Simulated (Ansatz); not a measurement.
A crystal relaxed with r2SCAN in Ansatz 0.2.0 has space group I-42m (No. 121) and a = 5.962 Å, c = 11.890 Å.

```csv
atom,site,x,y,z
P,2a,0.0000,0.0000,0.0000
Xx,8i,0.2695,0.2695,0.3817
Sb,4d,0.5000,0.0000,0.2500
Sb,2b,0.5000,0.5000,0.0000
```

With r2SCAN the gap is 0.70 eV and direct, at Γ. A second conduction valley, at X, lies only 29 meV higher, so their order isn't settled. With HSE06 the gap is 1.05 eV and direct, at Γ. A second conduction valley, at X, lies only 14 meV higher, so their order isn't settled. Meshes: r2SCAN 6×6×6, HSE06 4×4×4.

Problem. Which element is Xx?
A. B
B. Ga
C. In
D. Tl

Solution. B. Xx is Ga: Ga₄Sb₃P, ordered on the zincblende lattice (I-42m) with 8 atoms a cell. P has 4 Ga at 2.40 Å; Ga has 1 P at 2.40 Å and 3 Sb at 2.63–2.67 Å; Sb has 4 Ga at 2.63 Å; Sb has 4 Ga at 2.67 Å.

(Calculated; spin-unpolarised; the phase may be known or hypothetical.)

Spin-orbit coupling is left out, which matters wherever the heavy atoms make up the band edges.
